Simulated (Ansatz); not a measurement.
A relaxation computed with Ansatz, from input to last step.

```yaml
crystal:
  lattice:
    - [-2.4085, 3.855, 4.1315]
    - [2.4085, -3.855, 4.1315]
    - [2.4085, 3.855, -4.1315]
  atoms:
    - { symbol: Sr, position: [0.3, 0.05, 0.25] }
    - { symbol: Sr, position: [0.7, 0.95, 0.75] }
    - { symbol: Ag, position: [0.89, 0.34, 0.55] }
    - { symbol: Ag, position: [0.29, 0.34, 0.95] }
    - { symbol: Ag, position: [0.11, 0.66, 0.45] }
    - { symbol: Ag, position: [0.71, 0.66, 0.05] }
basis:
  ecutwfc: 420
kpoints:
  mp_grid: { grid: [10, 10, 10] }
hamiltonian:
  xc: pbesol
scf:
  occupations: { method: gaussian, width: 0.1 }
output:
  forces: true
  stress: true
  eigenvalues: true
relax:
  adjacent_minimum: "off"
  f_tol: 0.01
  max_steps: 40
```

```bash
ansatz run input.yaml --threads 1 --pin off --max-ram 2560MiB --backend cpu --events-out ev --progress --plain --runs-dir out
```

Theory: Ansatz, DFT PBEsol, scalar-relativistic, plane waves, PAW.

Of 4 frames 3 are shown, positions in Å and forces in eV/Å; the SCF threshold varies from step to step.

```xyz
6
Lattice="-2.4085 3.8550 4.1315 2.4085 -3.8550 4.1315 2.4085 3.8550 -4.1315" Properties=species:S:1:pos:R:3:forces:R:3 pbc="T T T" step=1 free_energy_over_end_meV_per_atom=6.54
Sr    0.0000    1.9275    0.4132    0.0000    0.0000   -0.2446
Sr    2.4085    1.9275    3.7184    0.0000    0.0000    0.2446
Ag    0.0000    4.2405    2.8094    0.0000    0.1756   -0.1780
Ag    2.4085    3.4695   -1.3221    0.0000   -0.1756   -0.1780
Ag    2.4085   -0.3855    1.3221    0.0000   -0.1756    0.1780
Ag    0.0000    0.3855    5.4536    0.0000    0.1756    0.1780
6
Lattice="-2.4085 3.8550 4.1315 2.4085 -3.8550 4.1315 2.4085 3.8550 -4.1315" Properties=species:S:1:pos:R:3:forces:R:3 pbc="T T T" step=2 free_energy_over_end_meV_per_atom=0.40
Sr    0.0000    1.9275    0.3510    0.0000    0.0000   -0.0001
Sr    2.4085    1.9275    3.7805    0.0000    0.0000    0.0001
Ag    0.0000    4.2696    2.7891    0.0000    0.0459   -0.0400
Ag    2.4085    3.4404   -1.3424    0.0000   -0.0459   -0.0400
Ag    2.4085   -0.4146    1.3424    0.0000   -0.0459    0.0400
Ag    0.0000    0.4146    5.4739    0.0000    0.0459    0.0400
6
Lattice="-2.4085 3.8550 4.1315 2.4085 -3.8550 4.1315 2.4085 3.8550 -4.1315" Properties=species:S:1:pos:R:3:forces:R:3 pbc="T T T" step=4 free_energy_over_end_meV_per_atom=0.00
Sr    0.0000    1.9275    0.3587    0.0000    0.0000    0.0053
Sr    2.4085    1.9275    3.7728    0.0000    0.0000   -0.0053
Ag    0.0000    4.2879    2.7837    0.0000    0.0077    0.0059
Ag    2.4085    3.4221   -1.3478    0.0000   -0.0077    0.0059
Ag    2.4085   -0.4329    1.3478    0.0000   -0.0077   -0.0059
Ag    0.0000    0.4329    5.4793    0.0000    0.0077   -0.0059
```

It took 4.3 min on 1 thread of Arm Neoverse V2 (shared host), peak memory 1.1 GiB.